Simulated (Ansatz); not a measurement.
**TiNi: do energies and stresses tell the same story?**

These are results of DFT PBEsol, scalar-relativistic, plane waves, PAW in Ansatz, not measurements.

Plane waves to 420 eV, a k mesh through Γ of 14×14×14 on the computed 2-atom cell and Gaussian smearing (0.10 eV); no spin polarisation.

Relaxed cell: Pm-3m, a = 2.971 Å, b = 2.971 Å, c = 2.971 Å, α = 90.00°, β = 90.00°, γ = 90.00°, 2 atoms in the primitive cell. Whether it is the stable form of this composition wasn't checked.

Energies at zero smearing and pressures from the stress tensor, at volumes with shape and atoms relaxed:
| V (Å³/atom) | E − E(first) (meV/atom) | P (GPa) |
| --- | --- | --- |
| 11.537 | 0.00 | 29.33 |
| 11.931 | -60.56 | 20.20 |
| 12.324 | -100.34 | 12.38 |
| 12.717 | -122.34 | 5.69 |
| 13.111 | -129.13 | -0.02 |
| 13.504 | -122.90 | -4.92 |
| 13.897 | -105.55 | -9.10 |
| 14.422 | -67.89 | -13.74 |

Question: Check P = −dE/dV between neighbouring volumes, and get the bulk modulus from the pressures alone.

Answer: With 1 eV/Å³ = 160.2 GPa:
| middle V (Å³/atom) | −ΔE/ΔV (GPa) | mean P (GPa) |
| --- | --- | --- |
| 11.734 | 24.668 | 24.765 |
| 12.127 | 16.204 | 16.288 |
| 12.521 | 8.962 | 9.037 |
| 12.914 | 2.766 | 2.835 |
| 13.307 | -2.535 | -2.470 |
| 13.700 | -7.067 | -7.006 |
| 14.159 | -11.508 | -11.416 |

The two differ by 0.10 GPa at most. The mean of two end pressures misses the average over a step by about ΔV² P″/12, up to 0.12 GPa here; with that taken off 0.02 GPa remains. Around V = 13.111 Å³/atom, the two neighbours give B = −V ΔP/ΔV = 13.111 × 10.61 / 0.787 = 176.8 GPa, against B0 = 176.2 GPa from the Birch–Murnaghan fit of the energies.

Spin polarisation was left out, and a magnetic state may lie lower.

A ferromagnetic start lost its moments in a first run, so spin was left out; other magnetic orders weren't tried.